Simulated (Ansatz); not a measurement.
Data sheet: Pt (DFT)

Pt:
```cif
data_Pt6
_chemical_formula_sum 'Pt6'
_space_group_name_H-M_alt 'P 1'
_space_group_IT_number 1
_cell_length_a 13.95406
_cell_length_b 13.95406
_cell_length_c 13.95406
_cell_angle_alpha 11.380
_cell_angle_beta 11.380
_cell_angle_gamma 11.380
loop_
_space_group_symop_operation_xyz
  'x, y, z'
loop_
_atom_site_label
_atom_site_type_symbol
_atom_site_fract_x
_atom_site_fract_y
_atom_site_fract_z
_atom_site_occupancy
Pt1 Pt 0.86088 0.86088 0.86088 1
Pt2 Pt 0.58263 0.58263 0.58263 1
Pt3 Pt 0.30510 0.30510 0.30510 1
Pt4 Pt 0.69490 0.69490 0.69490 1
Pt5 Pt 0.41737 0.41737 0.41737 1
Pt6 Pt 0.13912 0.13912 0.13912 1
```

Space group R-3m (No. 166); conventional cell a = b = 2.767 Å, c = 41.587 Å, α = β = 90.00°, γ = 120.00°.

Method: r²SCAN in the plane-wave PAW code Ansatz. Geometry: relaxed at this level of theory. Other levels are named where they apply.

**Cell and energy**

| Quantity | Result |
|---|---|
| Volume per atom | 15.32 Å³ |
| Density | 21.15 g/cm³ |

**Electronic structure**

| Quantity | Result |
|---|---|
| Electronic character | metallic (no gap) |
| Density of states at the Fermi level | 1.8 states/eV per atom (mean over ±0.08 eV) |

The start of the workflow was typed in or built on a structure type; neither database checked (COD, Materials Project) lists it. It is not the phase usual at ambient conditions (space group No. 225). Symmetry was held in the r²SCAN relaxation; its stability against distortions is not shown here. No spin polarisation was allowed. Axis ratios of metals converge slowly with the k-mesh, so a and c are less sure than the volume. Scalar-relativistic: spin–orbit coupling is off unless named, which matters more the heavier the elements.

Potentials: the earlier of the program's two PAW sets.
